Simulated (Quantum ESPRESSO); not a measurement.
# Band energies of C

```xyz
4
Lattice="1.2332 0.7120 8.2826 -1.2332 0.7120 8.2826 0.0000 -1.4240 8.2826" Properties=species:S:1:pos:R:3 pbc="T T T"
C      0.0000     0.0000    22.6819
C      0.0000     0.0000     2.1660
C      0.0000     0.0000     6.1164
C      0.0000     0.0000    18.7315
```

PBEsol (Quantum ESPRESSO, PseudoDojo norm-conserving, 82 Ry, without SOC); path ΓLB1,BZΓX,QFP1Z,LP; energies in eV from the valence-band maximum.

| k (1/Å) | point | band 4 | band 5 | band 6 | band 7 | band 8 | band 9 | band 10 | band 11 |
|---|---|---|---|---|---|---|---|---|---|
| 0.00 | Γ | -7.28 | -2.93 | -2.93 | -2.93 | -2.93 | 3.19 | 6.83 | 8.43 |
| 0.32 |  | -6.96 | -3.98 | -3.97 | -3.47 | -3.47 | 3.55 | 7.12 | 8.49 |
| 0.63 |  | -6.41 | -6.40 | -6.02 | -4.59 | -4.59 | 4.63 | 7.83 | 8.27 |
| 1.05 |  | -10.16 | -5.87 | -5.87 | -4.41 | -3.93 | 4.17 | 4.49 | 7.13 |
| 1.37 |  | -12.71 | -6.32 | -6.31 | -2.66 | -2.32 | 1.74 | 2.19 | 7.48 |
| 1.48 | L | -13.17 | -6.35 | -6.34 | -2.46 | -2.14 | 1.50 | 1.97 | 7.46 |
| 1.80 |  | -12.93 | -7.52 | -7.52 | -2.10 | -1.78 | 1.42 | 1.82 | 9.07 |
| 2.13 |  | -12.33 | -9.83 | -9.82 | -1.03 | -0.73 | 0.83 | 1.07 | 10.20 |
| 2.35 | B1 | -12.37 | -10.54 | -10.53 | -0.16 | 0.00 | 0.07 | 0.36 | 9.93 |
| 2.35 | B | -12.37 | -10.54 | -10.53 | -0.16 | 0.00 | 0.07 | 0.36 | 9.93 |
| 2.46 |  | -11.92 | -10.30 | -10.29 | -0.79 | -0.63 | 0.68 | 0.97 | 10.03 |
| 2.77 |  | -10.30 | -8.82 | -8.80 | -2.89 | -2.74 | 2.91 | 3.16 | 9.54 |
| 3.19 |  | -7.57 | -6.27 | -6.26 | -5.45 | -5.28 | 6.47 | 6.66 | 6.82 |
| 3.50 |  | -6.62 | -5.30 | -5.29 | -4.44 | -4.43 | 5.37 | 5.68 | 8.98 |
| 3.92 |  | -7.47 | -3.06 | -3.05 | -3.00 | -3.00 | 4.46 | 4.79 | 8.45 |
| 4.02 | Z | -7.51 | -2.93 | -2.93 | -2.93 | -2.93 | 4.42 | 4.75 | 8.43 |
| 4.28 |  | -7.32 | -2.93 | -2.93 | -2.93 | -2.93 | 3.36 | 6.40 | 8.43 |
| 4.40 | Γ | -7.28 | -2.93 | -2.93 | -2.93 | -2.93 | 3.19 | 6.83 | 8.43 |
| 4.71 |  | -6.98 | -3.87 | -3.86 | -3.47 | -3.47 | 3.51 | 7.12 | 8.59 |
| 5.01 |  | -6.11 | -5.88 | -5.88 | -4.88 | -4.87 | 4.48 | 7.97 | 8.51 |
| 5.41 |  | -8.75 | -7.33 | -7.32 | -4.66 | -4.14 | 5.01 | 5.15 | 6.77 |
| 5.71 |  | -10.61 | -9.11 | -9.10 | -2.67 | -2.23 | 2.55 | 2.70 | 9.17 |
| 6.11 | X | -12.42 | -10.55 | -10.54 | -0.09 | -0.02 | 0.10 | 0.28 | 9.93 |
| 6.11 | Q | -12.42 | -10.55 | -10.54 | -0.09 | -0.02 | 0.10 | 0.28 | 9.93 |
| 6.32 |  | -12.38 | -9.64 | -9.62 | -1.09 | -0.91 | 0.92 | 1.17 | 10.31 |
| 6.74 |  | -13.07 | -6.86 | -6.86 | -2.25 | -2.06 | 1.55 | 1.82 | 8.13 |
| 6.95 | F | -13.18 | -6.35 | -6.34 | -2.40 | -2.21 | 1.59 | 1.86 | 7.44 |
| 6.95 | P1 | -13.15 | -6.35 | -6.34 | -2.42 | -2.20 | 1.56 | 1.91 | 7.44 |
| 7.34 |  | -10.26 | -5.90 | -5.89 | -4.19 | -4.03 | 4.06 | 4.37 | 7.65 |
| 7.63 |  | -7.66 | -5.77 | -5.60 | -5.09 | -5.09 | 6.40 | 6.58 | 7.05 |
| 8.01 |  | -7.02 | -4.45 | -4.44 | -3.71 | -3.70 | 4.94 | 5.26 | 8.49 |
| 8.30 |  | -7.48 | -3.04 | -3.03 | -2.99 | -2.98 | 4.46 | 4.79 | 8.44 |
| 8.40 | Z | -7.51 | -2.93 | -2.93 | -2.93 | -2.93 | 4.42 | 4.75 | 8.43 |
| 8.40 | L | -13.17 | -6.35 | -6.34 | -2.46 | -2.14 | 1.50 | 1.97 | 7.46 |
| 8.65 | P | -13.15 | -6.35 | -6.34 | -2.42 | -2.20 | 1.56 | 1.91 | 7.44 |

The PBEsol gap is direct, 0.07 eV at B1. Another valence extremum on the path lies within 0.02 eV, too close to call.

Geometry of the Materials Project entry, not relaxed at this level.

This is not the ordinary phase of the substance.

The distance between layers or molecules is the database entry's, not relaxed here. Functionals without dispersion can leave it too large, which widens gaps and weakens the response across layers: the numbers belong to this cell.
